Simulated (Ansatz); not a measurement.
The relaxed structure here is a generated cell of SiNi: the first start was made by placing the elements on the sites of a structure type, and the end was not matched to a known phase here, so it may be hypothetical. Known forms of SiNi include space group No. 62.

One starting cell of SiNi (a generated trial cell of SiNi in the AFLOW prototype AB_tP4_131_c_e (B17, as in PtS)) was relaxed twice with Ansatz (plane waves, PAW, scalar-relativistic): with r2SCAN at 500 eV and with PBE at 420 eV. The r2SCAN result:

```xyz
4
Lattice="3.7020 0.0000 0.0000 0.0000 3.7020 0.0000 0.0000 0.0000 4.8377" Properties=species:S:1:pos:R:3 pbc="T T T"
Si     0.0000     1.8510     0.0000
Si     1.8510     0.0000     2.4189
Ni     0.0000     0.0000     1.2094
Ni     0.0000     0.0000     3.6283
```

```json
[
 {"quantity": "space group", "r2SCAN": "P4₂/mmc", "PBE": "P4₂/mmc"},
 {"quantity": "volume (Å³/atom)", "r2SCAN": "16.57", "PBE": "…"},
 {"quantity": "a (Å)", "r2SCAN": "3.702", "PBE": "…"},
 {"quantity": "c (Å)", "r2SCAN": "4.838", "PBE": "…"},
 {"quantity": "gap (eV, no spin-orbit coupling)", "r2SCAN": "0.00", "PBE": "…"}
]
```

Q: What does PBE give for the same quantities?

A: 
- volume (Å³/atom), PBE: 17.02
- a (Å), PBE: 3.732
- c (Å), PBE: 4.889
- gap (eV, no spin-orbit coupling), PBE: 0.00

Both levels end in the same structure; PBE's volume is 2.7 % larger. Neither column is exact.

No spin polarisation in the result. A magnetic state may lie lower.

The run could not lose the symmetry of its start, so the end can be a saddle point.

All atoms sit on sites fixed by symmetry, so only the cell could relax.

Ansatz is a first-principles code.
